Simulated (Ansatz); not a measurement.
## LaP in the zincblende structure

The computed numbers are results of PBEsol, scalar-relativistic (no spin polarisation) in the plane-wave PAW code Ansatz at 420 eV, 10×10×10 k-mesh. The datasets are Ansatz's generated set soft_2.

```
CELL_PARAMETERS angstrom
0.00000 3.27342 3.27342
3.27342 0.00000 3.27342
3.27342 3.27342 0.00000
ATOMIC_POSITIONS crystal
La 0.00000 0.00000 0.00000
P 0.25000 0.25000 0.25000
```

The start was a prototype's sites filled with these elements. The Crystallography Open Database lists the compound in space group Fm-3m (rock salt), so this is a trial structure.

What is the high-frequency dielectric tensor ε∞ (density-functional perturbation theory, local fields included)?

8.58 (isotropic)

What is the static dielectric tensor, the lattice's part included?

13.60 (isotropic)

List the optical modes at the zone centre without the LO–TO term, with degeneracy and infrared intensity.

```json
{"ω (cm⁻¹)": "240", "degeneracy": "3", "IR intensity ((D/Å)²/u)": "28.43"}
```

An ε∞ of 8.58 means a refractive index of √ε∞ = 2.93 below the gap, far above the lattice modes.

With one infrared-active mode the Lyddane–Sachs–Teller relation ties the modes to the static constant, ε0 = 13.60, which is built from the same mode and Born charges: ω_LO = ω_TO √(ε0/ε∞) = 239.6 × √(13.60/8.58) = 302 cm⁻¹, and the run has a mode at 302 cm⁻¹.

The mean Born charge of La is 3.23 against a formal +3. The two nearly agree, as for rigid ions.

Semilocal functionals make the gap too small and so ε∞ somewhat too large. Spin–orbit coupling, which matters for such heavy elements, is left out.
